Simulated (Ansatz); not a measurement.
Si₂W:
```
CELL_PARAMETERS angstrom
      4.58087     0.00000     0.00000
     -2.29044     3.96715     0.00000
      0.00000     0.00000     6.61026
ATOMIC_POSITIONS crystal
  Si 0.83643 0.67285 0.50000
  Si 0.16357 0.83643 0.83333
  Si 0.32715 0.16357 0.16667
  Si 0.16357 0.32715 0.50000
  Si 0.83643 0.16357 0.83333
  Si 0.67285 0.83643 0.16667
  W  0.00000 0.50000 0.16667
  W  0.50000 0.00000 0.50000
  W  0.50000 0.50000 0.83333
```

Tensor components refer to the Cartesian frame of this cell.

Give the high-frequency dielectric tensor and the Born effective charge tensors of the independent atoms from DFPT, r²SCAN (plane waves, PAW; program Ansatz).


ε∞:
```
26.5  0.00  0.00
0.00  26.5  0.00
0.00  0.00  25.6
```
Z* of atom 1 (Si), rows: field, columns: displacement, in e:
```
 4.13   0.00  -0.73
 0.00   3.82   0.00
-1.28   0.00   3.96
```
Z* of atom 7 (W), rows: field, columns: displacement, in e:
```
-8.35  -0.68   0.00
-0.68  -7.56   0.00
 0.00   0.00  -7.93
```

Static charges for comparison (Bader): Si1 -0.07, W7 +0.13 e. Born charges measure polarisation by displacement and can exceed these by far.

Space group P6_222. The workflow started from a Materials Project entry (that database holds measured and hypothetical structures alike); the Crystallography Open Database copy checked does not list it. It is not the phase usual at ambient conditions (space group No. 139). The cell was relaxed with r²SCAN under the symmetry of its start; its stability against distortions is not shown here. The run is not spin-polarised. Spin–orbit coupling is left out wherever it is not named.

Potentials: the earlier of the program's two PAW sets.
